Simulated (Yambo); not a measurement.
Yambo input for RbCl (space group P4/mmm, No. 123) under biaxial strain of -2 % along x and y, z relaxed (a = 3.808 Å, b = 3.808 Å, c = 3.918 Å, α = 90.00°, β = 90.00°, γ = 90.00°), on PBEsol (pw.x of Quantum ESPRESSO, ONCV potentials, no spin-orbit coupling) wavefunctions on a 10×10×10 mesh:

```
optics
chi
dipoles
kernel
FFTGvecs= 40 Ry
Chimod= "HARTREE"
NGsBlkXd= 4 Ry
% QpntsRXd
 1 | 1 |
%
% BndsRnXd
 1 | 43 |
%
GrFnTpXd= "R"
% EnRngeXd
 0.0 | 20.0 | eV
%
% DmRngeXd
 0.2 | 0.2 | eV
%
CGrdSpXd= 50
ETStpsXd= 161
% LongDrXd
 1.0 | 0.0 | 0.0 |
%
% XfnQP_E
 2.9 | 1.0 | 1.0 |
%
```

First lines of the file o-*.eps_q1_inv_rpa_dyson:

```
Absorption @ Q(1):   1.00000000     0.00000000     0.00000000    [q->0 direction]
#
# [ X ] Hartree size     :   65
# [GEN] GF Energies     : Perdew, Burke & Ernzerhof SOL(X)+Perdew, Burke & Ernzerhof SOL(C)+ user defined corrections @E
# [GEN] Green`s Function     : Retarded
#
# [GEN] Gauge     : Length
# [GEN] [r,Vnl] included     : yes
#
#    E[1] [eV]     Im(eps)     Re(eps)     Im(eps_o)     Re(eps_o)
#
     0.000000     -0.34553E-09     2.300473     -0.49146E-18     2.626847
     0.125000     0.353316E-3     2.300584     0.466889E-3     2.626993
     0.250000     0.707117E-3     2.300914     0.934420E-3     2.627431
     0.375000     0.001062     2.301467     0.001403     2.628160
     0.500000     0.001418     2.302241     0.001874     2.629183
     0.625000     0.001776     2.303238     0.002347     2.630500
     0.750000     0.002137     2.304459     0.002824     2.632114
     0.875000     0.002501     2.305906     0.003305     2.634027
     1.000000     0.002868     2.307582     0.003790     2.636241
     1.125000     0.003239     2.309487     0.004280     2.638759
     1.250000     0.003615     2.311626     0.004777     2.641586
     1.375000     0.003996     2.314001     0.005280     2.644725
     1.500000     0.004383     2.316616     0.005792     2.648180
     1.625000     0.004776     2.319474     0.006311     2.651957
     1.750000     0.005176     2.322580     0.006840     2.656061
     1.875000     0.005584     2.325937     0.007379     2.660498
     2.000000     0.006000     2.329552     0.007930     2.665275
     2.125000     0.006426     2.333430     0.008492     2.670400
     2.250000     0.006862     2.337576     0.009068     2.675879
     2.375000     0.007308     2.341998     0.009658     2.681723
     2.500000     0.007767     2.346702     0.010264     2.687939
     2.625000     0.008238     2.351695     0.010887     2.694538
     2.750000     0.008723     2.356987     0.011528     2.701532
     2.875000     0.009223     2.362586     0.012188     2.708931
     3.000000     0.009739     2.368502     0.012870     2.716749
     3.125000     0.010273     2.374745     0.013575     2.724999
     3.250000     0.010825     2.381327     0.014304     2.733696
     3.375000     0.011397     2.388259     0.015061     2.742856
     3.500000     0.011992     2.395555     0.015846     2.752497
     3.625000     0.012610     2.403229     0.016662     2.762637
     3.750000     0.013254     2.411296     0.017512     2.773296
     3.875000     0.013926     2.419773     0.018399     2.784496
     4.000000     0.014629     2.428678     0.019325     2.796260
```
(The file goes on to the top of the energy range.) Convergence of the RPA response with its 10×10×10 mesh was not tested. The scissor comes from a G0W0 run whose convergence isn't established.

This is not the ordinary phase of the substance.
